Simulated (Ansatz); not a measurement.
GaP (rock salt, Fm-3m) at seven volumes, r²SCAN (plane waves, PAW; program Ansatz), scaled uniformly. One row is withheld.

| V (Å³/atom) | P (GPa) |
|---|---|
| 15.249 | 11.56 |
| 15.751 | ? |
| 16.254 | 3.24 |
| 16.757 | 0.01 |
| 17.260 | -2.73 |
| 17.762 | -5.05 |
| 18.265 | -7.01 |

Question: Fit the shown pressures and predict the withheld one.

Answer: P = (3/2)B₀(x^(7/2) − x^(5/2))[1 + (3/4)(B′ − 4)(x − 1)] with x = (V₀/V)^(2/3). Least squares on the six rows gives V₀ = 16.758 Å³/atom, B₀ = 98.9 GPa, B′ = 4.52. At V = 15.751, x = 1.0422 and P = 7.05 GPa. The run itself gave 7.06 GPa.

The cell is a constructed one: a structure type filled with these elements; neither database checked (COD, Materials Project) lists it. It is not the phase usual at ambient conditions (space group No. 216). The r²SCAN relaxation kept the symmetry of its start; its stability against distortions is not shown here. Scalar-relativistic: spin–orbit coupling is off unless named, which matters more the heavier the elements.

Potentials: the later of the program's two PAW sets.
